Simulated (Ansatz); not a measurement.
Computed with DFT PBE, scalar-relativistic, plane waves, PAW (Ansatz). Settings: cutoff 420 eV, Γ-centred meshes spaced at most about 0.3 Å⁻¹, and about 0.25 Å⁻¹ or finer for metals (2π included), Gaussian smearing. No spin polarisation in the final relaxations.

All energies are static (0 K, no zero-point motion). All come from trial cells, and lower structures may exist.

Question: Order these relaxed structures of Si₃As by energy, lowest first, with the energy over the lowest of them.
A.

Space group P-6m2 (No. 187). a = 3.508 Å, b = 3.508 Å, c = 6.464 Å, α = 90.00°, β = 90.00°, γ = 120.00°
| atom | site | symmetry | x | y | z |
| --- | --- | --- | --- | --- | --- |
| Si | 1b | -6m2 | 0.0000 | 0.0000 | 0.5000 |
| Si | 2i | 3m. | 0.6667 | 0.3333 | 0.7319 |
| As | 1a | -6m2 | 0.0000 | 0.0000 | 0.0000 |

B.

Space group P4/mmm (No. 123). a = 3.322 Å, b = 3.322 Å, c = 5.766 Å, α = 90.00°, β = 90.00°, γ = 90.00°
| atom | site | symmetry | x | y | z |
| --- | --- | --- | --- | --- | --- |
| Si | 2h | 4mm | 0.5000 | 0.5000 | 0.2752 |
| Si | 1b | 4/mmm | 0.0000 | 0.0000 | 0.5000 |
| As | 1a | 4/mmm | 0.0000 | 0.0000 | 0.0000 |

C.

Space group Fm-3m (No. 225). a = 6.333 Å, b = 6.333 Å, c = 6.333 Å, α = 90.00°, β = 90.00°, γ = 90.00°
| atom | site | symmetry | x | y | z |
| --- | --- | --- | --- | --- | --- |
| Si | 8c | -43m | 0.2500 | 0.7500 | 0.7500 |
| Si | 4b | m-3m | 0.5000 | 0.0000 | 0.0000 |
| As | 4a | m-3m | 0.0000 | 0.0000 | 0.0000 |

D.

Space group Pmmn:1 (No. 59). a = 3.592 Å, b = 6.146 Å, c = 6.220 Å, α = 90.00°, β = 90.00°, γ = 90.00°
```
atom  site  symmetry       x       y       z
  Si    4e       m.. 0.5000  0.2439  0.7355
  Si    2a       mm2  0.0000  0.0000  0.5821
  As    2b       mm2  0.5000  0.0000  0.0820
```

Answer: D (0 meV/atom), A (78 meV/atom), B (224 meV/atom), C (267 meV/atom). Forms: D Pmmn; A P-6m2; B P4/mmm; C BiF3 (D0_3) type, Fm-3m. Counting Si atoms around As (those within 1.25 times the shortest such distance or 1.15 times the sum of covalent radii; a plus sign parts nearer from farther groups; the shortest distance is added where it exceeds 1.18 times the sum of covalent radii): D has As 6; A has As 6+2; B has As 10 from 2.8 Å; C has As 8+6 from 2.7 Å. D holds Si–Si nets (shortest 2.53 Å); A holds Si–Si nets (shortest 2.52 Å) (bonds between like non-metal atoms; other contacts aren't counted). Even the lowest lies +0.29 eV/atom against the elements.

In P-6m2, P4/mmm, Fm-3m an odd number of electrons in the primitive cell allows no gap without spin; a larger cell or a magnetic state could open one. A magnetic state wasn't ruled out in cells without spin, among them P-6m2, P4/mmm, Fm-3m. Cells relaxed within their symmetry can be saddle points. The Pmmn cell of Si3As came from shaking the P4/mmm one. Some types were kept out of the candidates beforehand, so the set may lack a known form.
